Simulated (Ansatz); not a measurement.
MnS:
```yaml
crystal:
  lattice:
    - [3.97189, 0.00000, 0.00000]
    - [-1.98594, 3.43975, 0.00000]
    - [0.00000, 0.00000, 6.36724]
  atoms:
    - { symbol: Mn, position: [0.33333, 0.66667, 0.00604] }
    - { symbol: Mn, position: [0.66667, 0.33333, 0.50604] }
    - { symbol: S, position: [0.33333, 0.66667, 0.37896] }
    - { symbol: S, position: [0.66667, 0.33333, 0.87896] }
```
The run is spin-polarised; directions of the spins, atom by atom: ↑ ↓ 0 0.

Relaxed with r²SCAN. Special points in fractions of this cell's reciprocal vectors: Γ (0.000, 0.000, 0.000); M (0.500, 0.000, 0.000); K (0.333, 0.333, 0.000); A (0.000, 0.000, 0.500); L (0.500, 0.000, 0.500); H (0.333, 0.333, 0.500).

Question: List the band energies nearest the valence-band maximum at these points for r²SCAN (plane waves, PAW; program Ansatz).

Answer: In eV from the valence-band maximum; about four levels below and three above (degenerate sets whole), none deeper than 8.9 eV; points with the same levels are listed once.

```json
[
 {"k": "Γ ↑", "below": "-2.39 -2.39 -0.78 0.00 0.00", "above": "2.49 2.55 2.55"},
 {"k": "M ↑", "below": "-2.46 -2.38 -1.69 -1.01", "above": "2.02 2.50 2.74"},
 {"k": "K ↑", "below": "-2.33 -2.06 -1.79 -1.69", "above": "1.80 2.52 2.62"},
 {"k": "A ↑", "below": "-2.30 -2.30 -0.99 0.00 0.00", "above": "2.64 2.64 3.22"},
 {"k": "L ↑", "below": "-2.45 -2.23 -1.07 -0.97", "above": "2.05 2.43 2.84"},
 {"k": "H ↑", "below": "-2.49 -1.86 -1.68 -1.04", "above": "1.75 2.32 2.82"}
]
```

Space group P6_3mc (wurtzite). The workflow started from an entry of the Crystallography Open Database (COD), which files this formula under 3 space groups. Whether it is the stable phase at ambient conditions was not checked. The r²SCAN relaxation kept the symmetry of its start, as lowered by the spin order; whether a distortion lowers the energy is not shown. Spin order of the final state: antiferromagnetic, chosen from 2 collinear starts compared on coarse meshes (ties went to the first, and starts can fall back to one state), not a proven ground state. Other orbital occupations within this spin state were not tried. No Hubbard U is applied. Point labels and valley counts follow the cell and symmetry of the run, lower than the named group.

Potentials: the later of the program's two PAW sets.
